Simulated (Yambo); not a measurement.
BSE-type run in Yambo on ZnTe (zinc blende, space group F-43m, No. 216) under isotropic strain of -1 % on all lattice vectors, at zero momentum.

Quantum ESPRESSO step (PBE, PseudoDojo stringent norm-conserving files, scalar-relativistic):
```
&CONTROL
  calculation = 'nscf'
  pseudo_dir = './pseudo'
  outdir = './out'
/
&SYSTEM
  ibrav = 0
  nat = 2
  ntyp = 2
  ecutwfc = 106.6
  ecutrho = 426.4
  occupations = 'fixed'
  force_symmorphic = .true.
  nbnd = 47
/
&ELECTRONS
  conv_thr = 2e-09
  diago_full_acc = .true.
  diago_thr_init = 1e-08
/
ATOMIC_SPECIES
Zn 65.3800 Zn.upf
Te 127.6000 Te.upf
CELL_PARAMETERS angstrom
  0.000000000000   3.001816854264   3.001816854264
  3.001816854264   0.000000000000   3.001816854264
  3.001816854264   3.001816854264   0.000000000000
ATOMIC_POSITIONS crystal
Zn   0.499999858579   0.499999858579   0.499999858579
Te   0.749999858579   0.749999858579   0.749999858579
K_POINTS automatic
8 8 8 0 0 0
```

Yambo input:
```
rim_cut
optics
bse
bss
dipoles
em1s
RandQpts= 1000000
RandGvec= 1 Ry
FFTGvecs= 40 Ry
Chimod= "HARTREE"
BSKmod= "SEX"
BSEmod= "resonant"
BSSmod= "hs"
BSENGexx= 15 Ry
BSENGBlk= 4 Ry
% KfnQP_E
 0.856 | 1.0 | 1.0 |
%
% BSEQptR
 1 | 1 |
%
% BSEBands
 20 | 27 |
%
% BEnRange
 0.0 | 10.1 | eV
%
% BDmRange
 0.15 | 0.15 | eV
%
BEnSteps= 202
% BLongDir
 1.0 | 0.0 | 0.0 |
%
BSHayTrs= -0.02
BSSNEig= 24
WRbsWF
% BndsRnXs
 9 | 42 |
%
NGsBlkXs= 4 Ry
% LongDrXs
 1.0 | 1.0 | 1.0 |
%
```

From the report:

The dimension is k points × valence × conduction bands = 512 × 3 × 5 = 7680.
```
   [SLEPC] Approach                          : Krylov-Schur
   [SLEPC] Number of requested eigenvalues   :  24
   [SLEPC] Number of eigenvalues        [NEV]:  24
    [K] Dimension                                    :   7680
    [K] Bands                                        :  20  27
    [K] Exchange res                                 : yes
    [K] Correlation res                              : yes
    [K] W interaction is bare                        : no
    [K] RL vectors exchange                          :   387
    [K] RL vectors correlation                       :   65
    [W] Matrix size                                  :   65
    [W] Bands                                        :    9   42
    [W] Coulomb Cutoff                               : none
    [W] Hxc Kernel                                   : HARTREE
```

Spin-orbit coupling is not included.

Geometry strained from the cell relaxed with PBEsol, atoms relaxed again.
